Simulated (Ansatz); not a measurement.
The start is a generated cell, WS2 placed in the AFLOW prototype A2B_tP6_129_ac_c (C38, as in Cu2Sb). Cell shape, volume and atoms are optimised at zero target pressure with PBE (plane waves to 420 eV, PAW, scalar-relativistic; Ansatz, a program for electronic structure). The first steps use a coarse 6×6×4 k-mesh.

Initial structure:
```yaml
crystal:
  lattice:
    - [4.15546, 0.00000, 0.00000]
    - [0.00000, 4.15546, 0.00000]
    - [0.00000, 0.00000, 6.34060]
  atoms:
    - { symbol: S, position: [0.00000, 0.00000, 0.00000] }
    - { symbol: S, position: [0.50000, 0.50000, 0.00000] }
    - { symbol: S, position: [0.50000, 0.00000, 0.27000] }
    - { symbol: S, position: [0.00000, 0.50000, 0.73000] }
    - { symbol: W, position: [0.50000, 0.00000, 0.70000] }
    - { symbol: W, position: [0.00000, 0.50000, 0.30000] }
```

**Question.** How large is the pressure on the unrelaxed cell, and of which sign?

**Answer.** -17 GPa (negative: the cell is under tension).

**Question.** By how much does the energy per atom fall from start to end?

**Answer.** 0.96 eV/atom.

**Question.** How does the volume per atom move from start to end?

**Answer.** -10.7 %, from 18.25 to 16.30 Å³/atom.

**Question.** How do the shortest distances between atoms change?

**Answer.** The closest pairs of elements (up to four, under 3.6 Å), start → end: S–W 2.73 → 2.43 Å; S–S 2.69 → 2.78 Å.

**Question.** Is the relaxed structure metallic? Give its gap.

**Answer.** Zero (metallic).

**Question.** What does it relax into? Give the structure.

**Answer.** 
```cif
data_S4W2
_chemical_formula_sum 'S4 W2'
_space_group_name_H-M_alt 'P4/nmm :1'
_space_group_IT_number 129
_space_group_name_Hall 'P 4ab 2ab -1ab'
_cell_length_a 3.93038
_cell_length_b 3.93038
_cell_length_c 6.33176
_cell_angle_alpha 90.000
_cell_angle_beta 90.000
_cell_angle_gamma 90.000
loop_
_space_group_symop_operation_xyz
  'x, y, z'
  '-y+1/2, x+1/2, z'
  '-x, -y, z'
  'y+1/2, -x+1/2, z'
  'x+1/2, -y+1/2, -z'
  '-y, -x, -z'
  '-x+1/2, y+1/2, -z'
  'y, x, -z'
  '-x+1/2, -y+1/2, -z'
  'y, -x, -z'
  'x+1/2, y+1/2, -z'
  '-y, x, -z'
  '-x, y, z'
  'y+1/2, x+1/2, z'
  'x, -y, z'
  '-y+1/2, -x+1/2, z'
loop_
_atom_site_label
_atom_site_type_symbol
_atom_site_symmetry_multiplicity
_atom_site_Wyckoff_symbol
_atom_site_fract_x
_atom_site_fract_y
_atom_site_fract_z
_atom_site_occupancy
S1 S 2 a 0.00000 0.00000 0.00000 1
S2 S 2 c 0.50000 0.00000 0.38509 1
W1 W 2 c 0.00000 0.50000 0.22520 1
```

The space group stays P4/nmm (No. 129) (the run could not lower it), with 6 atoms in the primitive cell. Final values are on a 12×12×8 k-mesh of the relaxed cell. No spin polarisation in the result.

The run could not lose the symmetry of its start, so the end can be a saddle point.

The relaxed structure here is a generated cell of WS2: the first start was made by placing the elements on the sites of a structure type, and the end was not matched to a known phase here, so it may be hypothetical. Known forms of WS2 include space group No. 194.
